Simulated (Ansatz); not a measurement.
Zone-centre phonons of CdC$_{2}$ at 2 GPa: input and output

Computed with DFT PBE, scalar-relativistic, plane waves, PAW in Ansatz.

It can be run as:
```bash
ansatz run input.yaml --threads 1 --pin off --backend cpu --events-out ev --progress --plain --runs-dir out  # memory cap (--max-ram) not shown
```

Input (bare energies are in eV):
```yaml
crystal:
  lattice:
    - [-2.1084612899, 2.1084612899, 2.7305538051]
    - [2.1084612899, -2.1084612899, 2.7305538051]
    - [2.1084612899, 2.1084612899, -2.7305538051]
  atoms:
    - { symbol: Cd, position: [0.0, 0.0, 0.0] }
    - { symbol: C, position: [0.6138300404, 0.6138300404, 0.0] }
    - { symbol: C, position: [0.3861699596, 0.3861699596, 0.0] }
basis:
  ecutwfc: 420
kpoints:
  mp_grid: { grid: [8, 8, 8] }
hamiltonian:
  xc: pbe
scf:
  occupations: { method: fixed }
output:
  eigenvalues: true
phonons:
  method: dfpt
  dielectric: true
  rigid_motions: translations
  eigenvectors: true
```

The end of the output:
```
--- Phonons (Γ-DFPT): 4 representative perturbations + reference, on 150 of 512 k-points (Σ response iterations 12) ---
  k mesh reduced under 2 symmetry operations, with k and −k counted as one. Each operation leaves every solved perturbation unchanged. A smaller set is not considered because the run solves the response ...
  ASR residual: 2.518e-4 → 0.000e0 eV/Å²; symmetrization residual: 5.827e-6 eV/Å²
  ASR residual per site (eV/Å²): 3.02e-5 2.52e-4 2.52e-4
  Γ frequencies (cm⁻¹): -95.81 -95.81 0.00 0.00 0.00 318.26 318.26 533.56 2003.20
  ε∞ (high-frequency dielectric tensor):
        4.078132     0.000000     0.000000
       -0.000000     4.078132     0.000000
       -0.000000     0.000000     5.588650
  softest optical mode at Γ: -95.81 cm⁻¹; the repairs (sum rule, projections) moved no ω² at Γ by more than (2.62 cm⁻¹)²
  Born effective charges Z* (e; rows j = field, columns β = displacement):
    site 0:
         2.35968   -0.00000   -0.00000
        -0.00000    2.35968    0.00000
        -0.00000    0.00000    2.05117
    site 1:
        -1.17984    0.00000    0.00000
        -0.00000   -1.17984   -0.00000
         0.00000    0.00000   -1.02558
    site 2:
        -1.17984    0.00000   -0.00000
         0.00000   -1.17984   -0.00000
        -0.00000    0.00000   -1.02558
  Z* charge neutrality: 1.135e-4 e pre-enforcement
  k-mesh period / interband length: 32.3 Å / 1.57 Å = 20.54 at k = (0.1250, -0.5000, -0.3750), direct gap 4.463 eV — 14 or more, which is no proof of convergence
  optical modes at Γ without the LO–TO term, one row a degenerate level:
      ω (cm⁻¹) modes IR ((D/Å)²/amu)
        -95.81      2            12.9806
        318.26      2             0.0000
        533.56      1             4.9041
       2003.20      1             0.0000
  optical modes at Γ + LO–TO along q̂ = [1.0000, 0.0000, 0.0000]:
      ω (cm⁻¹) modes IR ((D/Å)²/amu)
        -95.81      1             6.4903
        246.43      1             6.4903
        318.26      2             0.0000
        533.56      1             4.9041
       2003.20      1             0.0000
  optical modes at Γ + LO–TO along q̂ = [0.0000, 1.0000, 0.0000]:
      ω (cm⁻¹) modes IR ((D/Å)²/amu)
        -95.81      1             6.4903
        246.43      1             6.4903
        318.26      2             0.0000
        533.56      1             4.9041
       2003.20      1             0.0000
  optical modes at Γ + LO–TO along q̂ = [0.0000, 0.0000, 1.0000]:
      ω (cm⁻¹) modes IR ((D/Å)²/amu)
        -95.81      2            12.9806
        318.26      2             0.0000
        568.54      1             4.9041
       2003.20      1             0.0000
```

Its imaginary modes show that this cell, built by swapping an element in a database structure, isn't a minimum of the energy.

Negative frequencies stand for imaginary ones: the cell is unstable against these modes.